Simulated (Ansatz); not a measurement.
Here is the system:

ZnCu (CsCl type), conventional cell a = 2.964 Å, b = 2.964 Å, c = 2.964 Å, α = 90.00°, β = 90.00°, γ = 90.00°. The calculation uses the primitive cell of 2 atoms, to which meshes and values per cell refer.

This relaxed cell (volume V₀) is scaled evenly in all directions, its shape held. Symmetry pins the atoms to their sites.

The numbers are results of PBE (plane waves to 420 eV, PAW, scalar-relativistic; Ansatz, a first-principles code), not measurements. k mesh 16×16×16 (Γ-centred), Fermi-Dirac smearing 0.05 eV. The energy includes the smearing's −TS. Stress and pressure are positive under compression. ZnCu is run without spin polarisation. ZnCu was relaxed with its symmetry unable to fall. The zero of ΔE is the relaxed starting cell.

The scan covers V/V₀ from 0.840 to 1.160 in 9 points.

**Question.** What is ΔE at V/V₀ = 1.160?

**Answer.** 88 meV/atom.

**Question.** What is ΔE at V/V₀ = 0.840?

**Answer.** 169 meV/atom.

(Under strain, the slope of the energy per volume gives the stress and its curvature an elastic modulus.)
